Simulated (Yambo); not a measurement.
Yambo run on Ba3ZnN2O (space group P4/mmm, No. 123). The wavefunctions come from this Quantum ESPRESSO step (PBEsol, PseudoDojo standard norm-conserving files, scalar-relativistic):

```
&CONTROL
  calculation = 'nscf'
  pseudo_dir = './pseudo'
  outdir = './out'
/
&SYSTEM
  ibrav = 0
  nat = 7
  ntyp = 4
  ecutwfc = 84.0
  ecutrho = 336.0
  occupations = 'fixed'
  force_symmorphic = .true.
  nbnd = 236
/
&ELECTRONS
  conv_thr = 7.000000000000001e-09
  diago_full_acc = .true.
  diago_thr_init = 1e-08
/
ATOMIC_SPECIES
N 14.0070 N.upf
O 15.9990 O.upf
Zn 65.3800 Zn.upf
Ba 137.3270 Ba.upf
CELL_PARAMETERS angstrom
  4.149770000000   0.000000000000   0.000000000000
  0.000000000000   4.149770000000   0.000000000000
  0.000000000000   0.000000000000   9.292830000000
ATOMIC_POSITIONS crystal
N   0.500000000000   0.500000000000   0.800540000000
N   0.500000000000   0.500000000000   0.199460000000
O   0.000000000000   0.000000000000   0.500000000000
Zn   0.500000000000   0.500000000000   0.000000000000
Ba   0.000000000000   0.000000000000   0.217880000000
Ba   0.000000000000   0.000000000000   0.782120000000
Ba   0.500000000000   0.500000000000   0.500000000000
K_POINTS automatic
4 4 1 0 0 0
```

Yambo input:

```
rim_cut
gw0
dyson
el_el_corr
HF_and_locXC
ppa
em1d
RandQpts= 1000000
RandGvec= 1 Ry
EXXRLvcs= 84 Ry
VXCRLvcs= 336 Ry
Chimod= "HARTREE"
% BndsRnXp
 5 | 235 |
%
NGsBlkXp= 7 Ry
% LongDrXp
 1.0 | 1.0 | 1.0 |
%
PPAPntXp= 27.2114 eV
% GbndRnge
 1 | 235 |
%
GTermKind= "BG"
DysSolver= "n"
ExtendOut
% QPkrange
 1 | 1 | 33 | 34 |
 3 | 3 | 33 | 34 |
 6 | 6 | 33 | 34 |
%
```

k points by index: 1 = Γ, 3 = X, 6 = M.

Table of the .qp output:

```
#    K-point    Band    Eo [eV]    E [eV]    E-Eo [eV]    Vxc [eV]    Vnlxc [eV]    Sc|Eo [eV]    Sc|E [eV]    dSc/dw|Eo [eV]    Re(Z)    Im(Z)
#
    1    33    0.000000    -0.245603    -0.245603    -16.25255    -19.29115    2.715300    2.792996    -8.604160    0.759761    -0.001597
    1    34    0.844162    1.177865    0.333703    -8.602897    -4.376177    -3.823742    -3.893017    -5.646942    0.828141    -0.001215
    3    33    -0.988402    -1.382997    -0.394595    -15.33718    -18.80572    2.951689    3.073939    -8.429313    0.763491    -0.681409E-3
    3    34    1.473449    1.844017    0.370568    -9.681824    -5.622984    -3.604338    -3.688272    -6.161574    0.815370    -0.001332
    6    33    -0.085411    -0.412165    -0.326754    -15.57082    -18.50082    2.503732    2.603250    -8.284810    0.766597    -0.001562
    6    34    1.493192    1.975440    0.482248    -11.10085    -7.544014    -2.956234    -3.074584    -6.676938    0.802970    -0.001262
```
(The two width columns are left out.) Convergence of these settings isn't established.

Geometry of the Materials Project entry, not relaxed at this level.

The structure is a Materials Project entry; no match was found in the copy of COD used, and its stability was not checked.
